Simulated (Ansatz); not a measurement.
Data sheet: MoPt$_{3}$ (DFT)

MoPt$_{3}$:
```yaml
crystal:
  lattice:
    - [2.75657, 0.00000, 0.00000]
    - [0.00000, 4.50307, 0.00000]
    - [0.00000, 0.00000, 4.83021]
  atoms:
    - { symbol: Mo, position: [0.00000, 0.00000, 0.15854] }
    - { symbol: Pt, position: [0.50000, 0.50000, 0.33848] }
    - { symbol: Pt, position: [0.50000, 0.00000, 0.65690] }
    - { symbol: Pt, position: [0.00000, 0.50000, 0.84608] }
```

Space group Pmm2 (No. 25); conventional cell a = 2.757 Å, b = 4.503 Å, c = 4.830 Å, α = β = γ = 90.00°.

Method: plane-wave PAW PBEsol (Ansatz code). Structure relaxed to zero pressure with the same functional. Other levels are named where they apply.

Cell and energy:

| Quantity | Result |
|---|---|
| Volume per atom | 14.99 Å³ |
| Density | 18.87 g/cm³ |
| Formation energy from the elements (no fitted shifts) | -0.20 eV/atom |

Electronic structure:

| Property | Value |
|---|---|
| Electronic character | metallic (no gap) |
| Density of states at the Fermi level | 1.0 states/eV per atom (mean over ±0.08 eV) |
| Gap with spin–orbit coupling | none (metallic) |

Mechanics:

| Quantity | Result |
|---|---|
| Bulk modulus (Birch–Murnaghan fit) | 295 GPa |
| Pressure derivative B′ | 5.1 |

Phonons:

| Item | Value |
|---|---|
| Highest zone-centre frequency | 203 cm⁻¹ |
| Zone-centre stability | no imaginary mode at Γ |

The first step of the workflow began from a Materials Project structure, measured or hypothetical; the Crystallography Open Database copy checked does not list it. With Mo and Pt taken as one species the cell has the higher symmetry P6_3/mmc, so it may be an ordered model of a mixed-site phase. Whether it is the stable phase at ambient conditions was not checked. Symmetry was held in the PBEsol relaxation. No spin polarisation was allowed. As this level gives no gap, phonon frequencies hold no LO–TO term and depend on the k-mesh and smearing (Fermi–Dirac, 0.1 eV here). Axis ratios of metals converge slowly with the k-mesh, so a and c are less sure than the volume. The references are the lowest solids computed at this level, not always the standard phases. Scalar-relativistic: spin–orbit coupling is off unless named, which matters more the heavier the elements.

Potentials: the later of the program's two PAW sets.
